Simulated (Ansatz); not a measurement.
Ir (hcp type) under strong compression

```xyz
2
Lattice="2.7201 0.0000 0.0000 -1.3601 2.3557 0.0000 0.0000 0.0000 4.4080" Properties=species:S:1:pos:R:3 pbc="T T T"
Ir    0.0000    1.5705    1.1020
Ir    1.3601    0.7852    3.3060
```

The cell comes from a relaxation on PAW files under the same functional, begun from a prototype that needn't be the stable phase.

Its volume is scaled, and at each volume shape and atoms are relaxed on PAW files; all methods then take that cell.

All numbers are PBEsol results (scalar-relativistic) from Ansatz 0.2.0, with a Γ-centred 16×16×9 k mesh, Fermi–Dirac smearing of 0.08 eV, no spin polarisation. Methods: LAPW: all electrons, basis error target 1 meV/atom; PAW: frozen-core files, cutoff 420 eV; crystal datasets: all electrons, by PAW datasets that the program makes for each cell; norm-conserving: pseudopotentials, cutoff 925 eV; PAW (cutoff 300 eV): frozen-core files, cutoff 300 eV.

Energies are extrapolated to zero smearing and count from the unscaled cell; pressure is positive in compression; gaps take the mesh and a band path. No temperature or zero-point motion is included.

Spin–orbit coupling is left out, which matters for the heavy atoms. The PAW files were made under PBE. The structure type is held throughout; the real material can change phase at far lower pressure.

```csv
V/V0,V (Å³/atom),P LAPW (GPa),ΔE LAPW (eV/atom),P PAW − LAPW (GPa),ΔE PAW − LAPW (meV/atom),space group,shortest distance (Å)
1.00,14.12,-0.08,0.000,0.05,0.0,P6_3/mmc,2.706
0.92,12.99,39.0,0.125,0.12,0.6,P6_3/mmc,2.634
0.84,11.86,102.2,0.604,0.25,1.9,P6_3/mmc,2.556
0.76,10.73,?,?,?,?,?,?
0.68,9.60,374.1,3.645,1.10,9.8,P6_3/mmc,2.385
0.60,8.47,661.1,7.202,2.54,21.9,P6_3/mmc,2.288
0.52,7.34,1166,13.470,5.90,50.1,P6_3/mmc,2.181
0.45,6.36,1955,22.869,12.66,104.4,P6_3/mmc,2.077
```

**Question.** Fit the Vinet equation to the LAPW pressures shown (residuals weighted by 1/(|P| + 0.03·Pmax)), and predict the pressure of the withheld row.

**Answer.** The fit gives V0 = 14.12 Å³/atom, B0 = 375 GPa and B0′ = 5.19. At 10.73 Å³/atom, x = (V/V0)^(1/3) = 0.9126, and P = 3·B0·(1 − x)/x²·exp[1.5·(B0′ − 1)·(1 − x)] = 204.8 GPa. The run itself gave 204.8 GPa (0.0 % off) and ΔE = 1.655 eV/atom.

**Question.** From the table, what is the rise of the enthalpy H = E + pV up to the last row, and how stiff is the crystal between the last two rows?

**Answer.** ΔH = 22.869 eV + (1955 GPa × 6.36 Å³ + 0.08 GPa × 14.12 Å³) × 0.006242 eV/(GPa·Å³) = 100.41 eV/atom, of which pV makes 77 %. The mean bulk modulus there is −ΔP/Δln V = 5450 GPa.

**Question.** At the smallest volume, how far do crystal datasets and norm-conserving and PAW (cutoff 300 eV) lie from LAPW in pressure?

**Answer.** crystal datasets: 0.00 GPa; norm-conserving: -0.78 GPa; PAW (cutoff 300 eV): +11.66 GPa, on a LAPW pressure of 1955 GPa.

**Question.** How do the Löwdin populations by LAPW change from the unscaled cell to the last row?

**Answer.** Ir 5s 1.98 → 1.90, Ir 6s 0.98 → 0.77, Ir 5d 7.84 → 8.20 electrons an atom. These are projections on the shells that the free atoms fill; 0.40 e a cell lies outside them at the start and 0.32 e at the end.
